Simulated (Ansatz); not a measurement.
This guess for AgOsC4N4 is about to be relaxed.

```cif
data_structure
_symmetry_space_group_name_H-M 'P-43m'
_symmetry_Int_Tables_number 215
_cell_length_a 5.9779
_cell_length_b 5.9779
_cell_length_c 5.9779
_cell_angle_alpha 90.000
_cell_angle_beta 90.000
_cell_angle_gamma 90.000
_cell_volume 213.62
loop_
_atom_site_label
_atom_site_type_symbol
_atom_site_symmetry_multiplicity
_atom_site_Wyckoff_symbol
_atom_site_fract_x
_atom_site_fract_y
_atom_site_fract_z
_atom_site_occupancy
Ag1 Ag 1 a 0.00000 0.00000 0.00000 1
Os1 Os 1 b 0.50000 0.50000 0.50000 1
C1 C 4 e 0.19529 0.19529 0.19529 1
N1 N 4 e 0.30829 0.30829 0.30829 1
```

All numbers below come from Ansatz, DFT PBE, scalar-relativistic, plane waves, PAW. Cutoff 420 eV, Gaussian smearing, Γ-centred meshes. Cell and atoms relax first on a coarse mesh and then on a finer one. In between, the cell is made exact in the group found at 0.06 Å. In metals the finer mesh still leaves noise of several meV/atom or more. The steps can't lower the symmetry of their start. Collinear spin, starting moments Os 1.0 μB.

A guess keeps its type if space group and coordination stay and the shape of the cell changes little (axis ratios within about 15 %, angles within 6°); the volume may change.

Question: Does it keep its structure type, or change into something else?

Answer: It keeps its type. The symmetry stays P-43m (No. 215). The volume per atom grows by 4.7 %, from 21.4 to 22.4 Å³. The shortest distance goes from 1.17 Å (C–N) to 1.19 Å (C–N). Counting neighbours within 15 % of an atom's shortest distance, the start has Ag 4, C 1, N 1, Os 4 and the end Ag 4, C 1, N 1, Os 4.

The last run used collinear spin, a 6×6×6 mesh for its 10-atom cell and Gaussian smearing of 0.10 eV. Spin–orbit coupling, which can matter for Os, is left out. The magnetic state reached may not be the lowest. Symmetry constrained the relaxation, so the result can be a saddle point.
